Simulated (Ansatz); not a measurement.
Consider the following.

SnC:
Space group Pm-3m (No. 221); a = 3.0565 Å, b = 3.0565 Å, c = 3.0565 Å, α = 90.00°, β = 90.00°, γ = 90.00°

```tsv
atom	site	symmetry	x	y	z
Sn	1a	m-3m	0.0000	0.0000	0.0000
C	1b	m-3m	0.5000	0.5000	0.5000
```

This is the PBEsol-relaxed structure.

### Question
All from the program Ansatz at the PBEsol level (PAW), unless another level is named. Predict the bulk modulus (Birch–Murnaghan fit).

### Answer
107 GPa.

### Question
Next, the elastic constants (relaxed ions, GPa)?

### Answer
C11 = 201, C12 = 59.4, C44 = -14.1.

The cell is a constructed one: a structure type filled with these elements; neither database checked (COD, Materials Project) lists it. Its standing as an ambient phase is unchecked. The PBEsol relaxation kept the symmetry of its start. At this level the phase is dynamically unstable (imaginary phonons). As this level gives no gap, shear constants depend on the k-mesh and smearing (Fermi–Dirac, 0.1 eV here). Scalar-relativistic: spin–orbit coupling is off unless named, which matters more the heavier the elements.

Potentials: the earlier of the program's two PAW sets. The files were generated under PBE; for other functionals the program regenerates the frozen cores, and for LDA and PBEsol the local potential too.
